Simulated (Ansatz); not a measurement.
NMR crystallography of HfO2 with Nb replacing Hf: given against relaxed positions

Start: a supercell of HfO2 (baddeleyite type, P2_1/c) built from a Materials Project structure (computed, not necessarily an observed phase), with all atoms left at the host's positions.

```
Nb Hf O
1.0
    -0.87617    5.15064    5.20295
     4.21801    0.00000    5.20295
     5.09418    5.15064    0.00000
Nb Hf O
1 7 16
Direct
  0.44492 0.26299 0.01315
  0.94492 0.76299 0.51315
  0.51315 0.27895 0.44492
  0.01315 0.77895 0.94492
  0.05508 0.23701 0.48685
  0.55508 0.73701 0.98685
  0.98685 0.22105 0.05508
  0.48685 0.72105 0.55508
  0.63655 0.34202 0.10597
  0.13655 0.84202 0.60597
  0.10597 0.41545 0.13655
  0.60597 0.91545 0.63655
  0.86345 0.15798 0.39403
  0.36345 0.65798 0.89403
  0.39403 0.08455 0.36345
  0.89403 0.58455 0.86345
  0.30433 0.04193 0.02643
  0.80433 0.54193 0.52643
  0.02643 0.12731 0.80433
  0.52643 0.62731 0.30433
  0.19567 0.45807 0.47357
  0.69567 0.95807 0.97357
  0.47357 0.37269 0.69567
  0.97357 0.87269 0.19567
```

Atoms are numbered from 1 in the order listed; like atoms form one site, named after its first atom.

Level of theory: DFT, PBE, plane waves and PAW, scalar-relativistic, collinear spin, 420 eV cutoff, Γ-centred 3×3×3 k-points, Fermi–Dirac smearing 0.01 eV (Ansatz 0.2.0). Start moments as typed (μB): 1 on each Nb, none on the rest.

The largest force at the start is 0.76 eV/Å. Relaxing the ions at fixed cell moves them by 0.082 Å at most (atom 19, O) and 0.038 Å rms. End positions:

```
CELL_PARAMETERS angstrom
-0.87617 5.15064 5.20295
4.21801 0.00000 5.20295
5.09418 5.15064 0.00000
ATOMIC_POSITIONS crystal
Nb 0.44145 0.26460 0.01011
Hf 0.94369 0.76431 0.51398
Hf 0.51215 0.27816 0.43963
Hf 0.01337 0.77954 0.94504
Hf 0.05657 0.23603 0.48541
Hf 0.55555 0.73671 0.98577
Hf 0.98514 0.22343 0.05542
Hf 0.48660 0.72133 0.55478
O 0.64208 0.33816 0.09799
O 0.13798 0.84219 0.60354
O 0.10332 0.41537 0.14009
O 0.60132 0.91700 0.63904
O 0.85963 0.15916 0.39650
O 0.36255 0.65497 0.89640
O 0.39728 0.08290 0.35925
O 0.89404 0.58697 0.86326
O 0.30480 0.04125 0.03729
O 0.80293 0.53768 0.53376
O 0.03917 0.12327 0.80284
O 0.53299 0.62354 0.30249
O 0.19547 0.46166 0.47004
O 0.69538 0.96464 0.97153
O 0.46547 0.37380 0.69890
O 0.97108 0.87333 0.19696
```

```
site  atom  moved (Å)                   first shell before                    first shell after  V_zz before (10²¹ V/m²)  η before
  Nb     1      0.035                   7 O at 2.03–2.24 Å                   7 O at 2.00–2.23 Å                    17.45      0.80
 Hf3     3      0.045                   7 O at 2.03–2.24 Å                   7 O at 2.03–2.22 Å                    11.92      0.32
 Hf5     5      0.013                   7 O at 2.03–2.24 Å                   7 O at 2.05–2.23 Å                    12.28      0.11
 Hf6     6      0.008                   7 O at 2.03–2.24 Å                   7 O at 2.03–2.26 Å                    11.73      0.14
 Hf7     7      0.015                   7 O at 2.03–2.24 Å                   7 O at 2.05–2.23 Å                    12.13      0.11
 O14    14      0.022  3 Hf at 2.13–2.23 Å, 1 Nb at 2.24 Å  3 Hf at 2.13–2.22 Å, 1 Nb at 2.21 Å                    -1.40      0.69
 O17    17      0.078  2 Hf at 2.03–2.04 Å, 1 Nb at 2.13 Å       2 Hf at 2.06 Å, 1 Nb at 2.07 Å                     1.89      0.85
 O18    18      0.047                  3 Hf at 2.03–2.13 Å                  3 Hf at 2.03–2.14 Å                     1.13      0.88
 O19    19      0.082                  3 Hf at 2.03–2.13 Å                  3 Hf at 2.05–2.13 Å                     1.10      0.75
 O20    20      0.042                  3 Hf at 2.03–2.13 Å                  3 Hf at 2.03–2.13 Å                     1.21      0.78
 O21    21      0.026                  3 Hf at 2.03–2.13 Å                  3 Hf at 2.03–2.14 Å                     1.20      0.93
 O22    22      0.039  2 Hf at 2.03–2.13 Å, 1 Nb at 2.04 Å  1 Nb at 2.03 Å, 2 Hf at 2.04–2.16 Å                     2.46      0.91
 O23    23      0.052  1 Nb at 2.03 Å, 2 Hf at 2.04–2.13 Å  1 Nb at 2.00 Å, 2 Hf at 2.09–2.14 Å                     2.46      0.95
 O24    24      0.016                  3 Hf at 2.03–2.13 Å                  3 Hf at 2.03–2.14 Å                     1.16      0.86
```

**Question.** How do the gradients change?

**Answer.** 

```
site  atom  V_zz after  η after  change of V_zz
  Nb     1      -15.86     0.93               –
 Hf3     3       10.56     0.54           -1.36
 Hf5     5       12.62     0.22           +0.34
 Hf6     6       11.24     0.45           -0.49
 Hf7     7       12.10     0.32           -0.03
 O14    14       -1.19     0.36           +0.21
 O17    17       -1.86     0.89               –
 O18    18       -1.19     0.85               –
 O19    19        1.15     0.99           +0.05
 O20    20       -1.31     0.77               –
 O21    21       -1.33     0.75               –
 O22    22       -2.35     0.97               –
 O23    23       -2.46     0.88               –
 O24    24       -1.23     0.89               –
```

The largest change of V_zz along a kept axis is on Hf3, from 11.92 to 10.56. In per cent, |V_zz| changes by -11 to +3 on Hf, -15 to +4 on O (all sites that start above 0.5, bar those whose gradient vanishes or changes sign or whose main axis turns by over 40°). Where |V_zz| stays above 0.1 and the axes keep their order, η moves most on O14, from 0.69 to 0.36. On Nb, O23, O22, O17, O20, O21, O24, O18 the largest principal value lies along another axis in the second run, so the two V_zz can't be compared directly. The table leaves out 10 of the 24 sites, with |V_zz| up to 12.21; their tensors move by 2.01 at most along any direction. The statements above cover all sites.

The defect repeats with the cell of 24 atoms, so it feels its images: sites between two images don't show the values beside a lone defect, and zeros or small values of η there can come from the images' arrangement. Hf and O carry a gradient in the pure host already, so the values there aren't the defect's effect alone. Without spin–orbit coupling the gradients at and beside Hf can be off by some per cent, at some sites by more.
Before: The cell keeps the host's lattice, where the PBE pressure is 8 GPa. The neighbours have not yet relaxed around the defect (largest force 0.76 eV/Å), so a real crystal will differ.
After: The cell keeps the host's lattice, where the PBE pressure is 7 GPa.
